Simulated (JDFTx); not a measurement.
An input for a modified build of JDFTx (Mo(100), linear PCM (GLSSA13), water, 0.5 M NaCl; bohr, hartree) and the course of its log:

```
lattice \
  5.9859342669 0.0000000000 0.0000000000 \
  0.0000000000 5.9859342669 0.0000000000 \
  0.0000000000 0.0000000000 45.1644543786
coords-type Lattice
ion Mo 0.5000000000 0.5000000000 -0.1578453750 0
ion Mo 0.0000000000 0.0000000000 -0.0994023010 0
ion Mo 0.5000000000 0.5000000000 -0.0331341000 0
ion Mo 0.0000000000 0.0000000000 0.0331341000 0
ion Mo 0.5000000000 0.5000000000 0.0994023010 0
ion Mo 0.0000000000 0.0000000000 0.1578453750 0
ion-species pseudo/mo_pbe_v1.upf
elec-cutoff 20 100
elec-ex-corr gga-PBE
coulomb-interaction Slab 001
coulomb-truncation-embed 0 0 0
kpoint-folding 8 8 1
elec-smearing Fermi 0.01
elec-n-bands 55
target-mu -0.131930
electronic-scf nIterations 100 energyDiffThreshold 1e-07
fluid LinearPCM
pcm-variant GLSSA13
fluid-solvent H2O
fluid-cation Na+ 0.5
fluid-anion Cl- 0.5
fluid-minimize nIterations 400 knormThreshold 1e-12
wavefunction read f0.wfns
elec-initial-eigenvals f0.eigenvals
elec-initial-fillings read f0.fillings
fluid-initial-state f0.fluidState
dump-name f0_u3.$VAR
dump End State Ecomponents EigStats BandEigs Forces ElecDensity IonicPositions Fillings Kpoints Dtot FluidDebug BoundCharge FluidDensity
```

```
[one cycle in 5 is shown, and the last three; fluid-solver lines are left out]
	FillingsUpdate:  mu: -0.131930000  nElectrons: 83.063159
SCF: Cycle:  0   G: -399.190714761217862   dG: +3.002e-01   |Residual|: 4.943e-02   |deigs|: 1.487e-07
	FillingsUpdate:  mu: -0.131930000  nElectrons: 83.788502
SCF: Cycle:  5   G: -399.479891402272926   dG: -9.435e-04   |Residual|: 1.084e-02   |deigs|: 1.308e-04
	FillingsUpdate:  mu: -0.131930000  nElectrons: 83.800373
SCF: Cycle: 10   G: -399.479711308215940   dG: +2.941e-04   |Residual|: 1.038e-02   |deigs|: 2.306e-05
	FillingsUpdate:  mu: -0.131930000  nElectrons: 83.818413
SCF: Cycle: 15   G: -399.486790827403240   dG: -5.025e-04   |Residual|: 6.381e-03   |deigs|: 1.365e-04
	FillingsUpdate:  mu: -0.131930000  nElectrons: 82.870226
SCF: Cycle: 20   G: -399.220113675646189   dG: -1.123e-01   |Residual|: 5.164e-02   |deigs|: 1.013e-03
	FillingsUpdate:  mu: -0.131930000  nElectrons: 82.818798
SCF: Cycle: 25   G: -399.185074999199173   dG: -4.208e-02   |Residual|: 5.455e-02   |deigs|: 3.963e-04
	FillingsUpdate:  mu: -0.131930000  nElectrons: 83.707261
SCF: Cycle: 30   G: -399.487525919093230   dG: +1.549e-03   |Residual|: 6.514e-03   |deigs|: 1.395e-03
	FillingsUpdate:  mu: -0.131930000  nElectrons: 83.345010
SCF: Cycle: 35   G: -399.434424441315855   dG: -1.053e-01   |Residual|: 2.407e-02   |deigs|: 1.751e-03
	FillingsUpdate:  mu: -0.131930000  nElectrons: 83.789430
SCF: Cycle: 40   G: -399.489792987770386   dG: +1.712e-03   |Residual|: 5.338e-03   |deigs|: 5.497e-04
	FillingsUpdate:  mu: -0.131930000  nElectrons: 84.364226
SCF: Cycle: 45   G: -399.397390575683744   dG: +8.747e-02   |Residual|: 2.974e-02   |deigs|: 2.488e-03
	FillingsUpdate:  mu: -0.131930000  nElectrons: 84.097892
SCF: Cycle: 50   G: -399.461539428757703   dG: +2.816e-02   |Residual|: 1.797e-02   |deigs|: 1.491e-03
	FillingsUpdate:  mu: -0.131930000  nElectrons: 84.249134
SCF: Cycle: 55   G: -399.425312045991177   dG: +1.677e-02   |Residual|: 2.579e-02   |deigs|: 4.086e-04
	FillingsUpdate:  mu: -0.131930000  nElectrons: 83.430694
SCF: Cycle: 60   G: -399.467032257799133   dG: +2.481e-02   |Residual|: 1.661e-02   |deigs|: 1.456e-03
	FillingsUpdate:  mu: -0.131930000  nElectrons: 84.052876
SCF: Cycle: 65   G: -399.471449997090531   dG: -3.570e-02   |Residual|: 1.494e-02   |deigs|: 1.049e-03
	FillingsUpdate:  mu: -0.131930000  nElectrons: 83.772716
SCF: Cycle: 70   G: -399.492189751638762   dG: -3.225e-02   |Residual|: 1.656e-03   |deigs|: 2.192e-03
	FillingsUpdate:  mu: -0.131930000  nElectrons: 84.387293
SCF: Cycle: 75   G: -399.355603047998272   dG: -2.047e-02   |Residual|: 3.666e-02   |deigs|: 4.430e-04
	FillingsUpdate:  mu: -0.131930000  nElectrons: 84.295864
SCF: Cycle: 80   G: -399.411524728475513   dG: +5.721e-02   |Residual|: 2.749e-02   |deigs|: 1.476e-03
	FillingsUpdate:  mu: -0.131930000  nElectrons: 82.628885
SCF: Cycle: 85   G: -398.941345809981101   dG: +3.946e-01   |Residual|: 7.282e-02   |deigs|: 3.357e-03
	FillingsUpdate:  mu: -0.131930000  nElectrons: 83.689384
SCF: Cycle: 90   G: -399.491678482924158   dG: -7.243e-04   |Residual|: 3.616e-03   |deigs|: 2.753e-04
	FillingsUpdate:  mu: -0.131930000  nElectrons: 83.176415
SCF: Cycle: 95   G: -399.411185704595141   dG: -1.395e-01   |Residual|: 2.874e-02   |deigs|: 2.042e-03
	FillingsUpdate:  mu: -0.131930000  nElectrons: 83.929763
SCF: Cycle: 97   G: -399.478692260459297   dG: +8.753e-03   |Residual|: 1.304e-02   |deigs|: 2.436e-03
	FillingsUpdate:  mu: -0.131930000  nElectrons: 83.844258
SCF: Cycle: 98   G: -399.487108725546705   dG: -8.416e-03   |Residual|: 9.218e-03   |deigs|: 5.692e-04
	FillingsUpdate:  mu: -0.131930000  nElectrons: 83.702184
SCF: Cycle: 99   G: -399.492518872684457   dG: -5.410e-03   |Residual|: 2.872e-03   |deigs|: 1.040e-03
SCF: None of the convergence criteria satisfied after 100 iterations.
IonicMinimize: Iter:   0  G: -399.492518872684457  |grad|_K:  0.000e+00
IonicMinimize: Converged (|grad|_K<1.000000e-04).
```

This run gave no converged result. The electronic loop ended without meeting its threshold, so the last energy, electron count and forces aren't results.
